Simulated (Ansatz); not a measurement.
LaTiO3:
```
LaTiO3
1.0
    3.90568     0.00000     0.00000
    0.00000     3.90568     0.00000
    0.00000     0.00000     3.90568
O Ti La
3 1 1
Direct
  0.50000   0.50000   0.00000
  0.00000   0.50000   0.50000
  0.50000   0.00000   0.50000
  0.50000   0.50000   0.50000
  0.00000   0.00000   0.00000
```

Relaxed with PBEsol. Special points in fractions of this cell's reciprocal vectors: Γ (0.000, 0.000, 0.000); X (0.000, 0.500, 0.000); M (0.500, 0.500, 0.000); R (0.500, 0.500, 0.500).

### Question
List the band energies nearest the Fermi level at these points for PBEsol in the plane-wave PAW code Ansatz.

### Answer
In eV from the Fermi level; about four levels below and three above (degenerate sets whole), none deeper than 8.9 eV; points with the same levels are listed once.

```tsv
k	below	above
Γ	-0.82 -0.82 -0.82 -0.23 -0.23	1.12 1.31 1.31 1.31
X	-5.80 -5.80 -4.19 -4.19 -0.60	0.81 0.98 0.98
M	-5.05 -4.97 -4.97 -3.82	0.86 0.86 1.10
R	-6.70 -6.70 -6.70 -3.78 -3.78 -3.78	0.92 0.92 0.92
```

Space group Pm-3m (cubic perovskite). The workflow started from an entry of the Crystallography Open Database (COD), which files this formula under 2 space groups. Whether it is the stable phase at ambient conditions was not checked. The cell was relaxed with PBEsol under the symmetry of its start; of distortions, only those at the zone centre were tested. No spin polarisation was allowed. Without spin polarisation and U, an open-shell compound can come out a false metal. Spin–orbit coupling is left out wherever it is not named.

Potentials: the later of the program's two PAW sets.
